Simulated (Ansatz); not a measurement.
Data:

BiB:
```yaml
crystal:
  lattice:
    - [3.63557, 0.00000, 0.00000]
    - [0.00000, 3.63557, 0.00000]
    - [0.00000, 0.00000, 6.78320]
  atoms:
    - { symbol: B, position: [0.00000, 0.50000, 0.00000] }
    - { symbol: B, position: [0.50000, 0.00000, 0.50000] }
    - { symbol: Bi, position: [0.00000, 0.00000, 0.25000] }
    - { symbol: Bi, position: [0.00000, 0.00000, 0.75000] }
```

This is the PBE-relaxed structure.

Question: All from the program Ansatz at the PBE level (PAW), unless another level is named. Estimate the electronic character.

Answer: metallic (no gap).

Question: Next, the density of states at the Fermi level?

Answer: 0.49 states/eV per atom (mean over ±0.08 eV).

Question: Next, the formation energy from the elements (no fitted shifts)?

Answer: 1.41 eV/atom.

Space group P4_2/mmc. A made-up cell: these elements were put on the sites of a structure type; neither database checked (COD, Materials Project) lists it. Whether it is the stable phase at ambient conditions was not checked. The cell was relaxed with PBE under the symmetry of its start; its stability against distortions is not shown here. The references are the lowest solids computed at this level, not always the standard phases. Scalar-relativistic: spin–orbit coupling is off unless named, which matters more the heavier the elements.

Potentials: the later of the program's two PAW sets.
